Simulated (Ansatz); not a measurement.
Sc:
```cif
data_Sc2
_chemical_formula_sum 'Sc2'
_space_group_name_H-M_alt 'P63/mmc'
_space_group_IT_number 194
_space_group_name_Hall '-P 6c 2c'
_cell_length_a 3.31941
_cell_length_b 3.31941
_cell_length_c 5.16320
_cell_angle_alpha 90.000
_cell_angle_beta 90.000
_cell_angle_gamma 120.000
loop_
_atom_site_label
_atom_site_type_symbol
_atom_site_symmetry_multiplicity
_atom_site_Wyckoff_symbol
_atom_site_fract_x
_atom_site_fract_y
_atom_site_fract_z
_atom_site_occupancy
Sc1 Sc 2 d 0.66667 0.33333 0.25000 1
```

Relaxed at zero pressure with the program Ansatz at the PBE level (PAW).

Q: The volume is lowered by 9 % and shape and atoms relax at that volume. What pressure results, and how do the axes share the change?

A: 6.0 GPa; a -3.0 %, b -3.0 %, c -3.4 %; the energy rises by 39 meV/atom.

Q: Give the new structure.

A: 
Space group P6₃/mmc (No. 194); a = b = 3.2214 Å, c = 4.9888 Å, α = β = 90.00°, γ = 120.00°

| atom | site | symmetry | x | y | z |
|---|---|---|---|---|---|
| Sc | 2d | -6m2 | 0.6667 | 0.3333 | 0.2500 |

The phase is kept; no other phase was compared at this pressure.

Space group P6_3/mmc (hcp (Mg type)). Symmetry was held in the PBE relaxation. The run is not spin-polarised. Axis ratios of metals converge slowly with the k-mesh, so a and c are less sure than the volume.

Potentials: the later of the program's two PAW sets.
